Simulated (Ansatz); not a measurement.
Si in space group Fd-3m (No. 227; Si on 8a, Si on 32e, Si on 96g) is relaxed with plane-wave PAW r²SCAN (Ansatz code). What lattice parameters of the conventional cell result?

a = 14.688 Å.

Give the free coordinates with the occupied sites.

In one choice of origin and axes:

```json
[
 {"atom": "Si", "site": "8a", "symmetry": "-43m", "x": "0.0000", "y": "0.0000", "z": "0.0000"},
 {"atom": "Si", "site": "32e", "symmetry": ".3m", "x": "0.3605", "y": "0.3605", "z": "0.3605"},
 {"atom": "Si", "site": "96g", "symmetry": "..m", "x": "0.0588", "y": "0.0588", "z": "0.2532"}
]
```

Is it a metal or does it have a gap at this level?

A gap of 0.78 eV, indirect.

The first step of the workflow began from a Materials Project structure, measured or hypothetical. Its sites differ from those of the usual phase in this space group: another stacking or structure type. The r²SCAN relaxation kept the symmetry of its start; its stability against distortions is not shown here.

Potentials: the later of the program's two PAW sets.
